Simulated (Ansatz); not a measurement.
# Co$_{2}$SiS$_{2}$: reading a single point

```
Si Co S
1.0
     0.00000    3.53514    0.00000
     3.53514    0.00000    0.00000
     1.76757    1.76757   -6.26102
Si Co S
1 2 2
Direct
  0.00000 0.00000 0.00000
  0.75000 0.25000 0.50000
  0.25000 0.75000 0.50000
  0.36000 0.36000 0.28000
  0.64000 0.64000 0.72000
```

Single point in Ansatz 0.2.0 with PBE, spin-orbit coupling. Cutoff 420 eV, PAW datasets, 6×6×6 Γ-centred k mesh, fermi-dirac filling (width 0.1 eV).

The state carries no moments; the state need not be the lowest.

Metal or insulator?

It is a metal, with about 5 states/eV a cell as the mean within 0.25 eV of the Fermi level, mostly Co d (61 %), S p (16 %) and Si p (15 %).

What does the stress say?

The pressure is -4.7 GPa (compression positive), so with the atoms held at these fractions the cell would first shrink. The principal stresses -5.7, -4.2, -4.2 GPa differ, so its shape would change too.

Give the Bader charges.

Bader charges in e: Co +0.42, Si +0.52, S -0.67. In the mean Si gives up most and S takes most.

Which atom feels the largest force, and which way?

The largest is on S4 (and as large on other atoms): 0.64 eV/Å, components (0.00, 0.00, -0.64). It makes 52° with the line to a nearest neighbour, Co2 at 2.24 Å.

Origin: a known structure type with other elements, at an estimated volume, so it need not be a known compound. Caveats: the k mesh is coarse if the cell is a metal; the SCF threshold is loose for a stress.
